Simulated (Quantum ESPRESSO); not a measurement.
**Kohn-Sham bands of MoS$_{2}$ (R3m)**

```xyz
3
Lattice="-1.5921 2.7577 0.0000 -3.1843 0.0000 0.0000 -1.5921 0.9192 6.4821" Properties=species:S:1:pos:R:3 pbc="T T T"
Mo     0.0000     0.0000    -0.0043
S      1.5921    -0.9192     1.5480
S      1.5921    -0.9192    -1.5563
```

Materials Project entry mp-1434; symmetrised, unrelaxed at this level. COD (Crystallography Open Database) has the formula in 3 space groups, this one among them (matched by group alone). Computed values, not measurements, from PBEsol: Quantum ESPRESSO (norm-conserving PseudoDojo potentials, cutoff 64 Ry, no spin polarisation, no spin-orbit coupling) on a Γ-centred 6×6×6 mesh, then Wannier90. Density: 12×12×12 mesh, cold smearing 0.01 Ry. The cell is built of weakly bound layers, chains or molecules, whose nearest atoms lie 3.85 Å apart. Database cells relaxed without dispersion often hold them too far apart, which can enlarge gaps and weakens couplings between them; spacing and stacking were not compared with the measured crystal.

The lattice is scaled uniformly by ε, fractional positions fixed (axis ratios and free coordinates are held, so this isn't the response to pressure); Kohn-Sham values from pw.x, the row at -1.0 % withheld:

```csv
ε (%),gap (eV),width of the top valence group (eV),direct gap at Γ (eV),direct gap at L (eV)
-2.0,1.101,6.996,3.386,3.213
-1.0,?,?,?,?
0.0,1.067,6.560,3.101,2.962
1.0,1.047,6.355,2.967,2.841
2.0,1.026,6.158,2.840,2.722
```

**Question.** Fit y = y₀ + bε + cε² to the rows at -2.0, 0 and 2.0 %, check it on the fourth row, and predict the withheld one.

**Answer.** 
- gap (eV): b = (1.026 − 1.101)/4 = -0.0187, c = (1.026 + 1.101 − 2×1.067)/8 = -0.00088. Check at 1.0 %: 1.047 for 1.047. Prediction 1.085; the run gives 1.087.
- width of the top valence group (eV): b = (6.158 − 6.996)/4 = -0.2095, c = (6.158 + 6.996 − 2×6.560)/8 = 0.00425. Check at 1.0 %: 6.355 for 6.355. Prediction 6.774; the run gives 6.774.
- direct gap at Γ (eV): b = (2.840 − 3.386)/4 = -0.1365, c = (2.840 + 3.386 − 2×3.101)/8 = 0.00300. Check at 1.0 %: 2.968 for 2.967. Prediction 3.240; the run gives 3.240.
- direct gap at L (eV): b = (2.722 − 3.213)/4 = -0.1228, c = (2.722 + 3.213 − 2×2.962)/8 = 0.00138. Check at 1.0 %: 2.841 for 2.841. Prediction 3.086; the run gives 3.087.
